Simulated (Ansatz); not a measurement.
MgAl3N3O:
```yaml
crystal:
  lattice:
    - [5.04020, 0.00000, 0.00000]
    - [0.00000, 3.14731, 0.00000]
    - [-0.01058, 0.00000, 5.48235]
  atoms:
    - { symbol: Mg, position: [0.48974, 0.00000, 0.33403] }
    - { symbol: Al, position: [0.01513, 0.50000, 0.15426] }
    - { symbol: O, position: [0.90552, 0.00000, 0.33403] }
    - { symbol: N, position: [0.37015, 0.50000, 0.15098] }
    - { symbol: Al, position: [0.48683, 0.50000, 0.83586] }
    - { symbol: Al, position: [0.00751, 0.00000, 0.67784] }
    - { symbol: N, position: [0.87262, 0.50000, 0.83108] }
    - { symbol: N, position: [0.37249, 0.00000, 0.68193] }
```

Relaxed with r²SCAN.

Question: Give the Bader charges and basin volumes of the independent atoms, r²SCAN (plane waves, PAW; program Ansatz).

Answer: 

| atom | Bader charge (e) | Bader volume (Å³) |
|---|---|---|
| Mg1 | +1.70 | 4.9 |
| Al2 | +2.49 | 4.0 |
| O3 | -1.78 | 16.1 |
| N4 | -2.44 | 18.1 |
| Al5 | +2.49 | 3.8 |
| Al6 | +2.49 | 4.0 |
| N7 | -2.48 | 18.2 |
| N8 | -2.47 | 18.0 |

Space group Pm. The start of the workflow was typed in or built on a structure type; neither database checked (COD, Materials Project) lists it. Its standing as an ambient phase is unchecked. Symmetry was held in the r²SCAN relaxation; whether a distortion lowers the energy is not shown.

Potentials: the earlier of the program's two PAW sets.
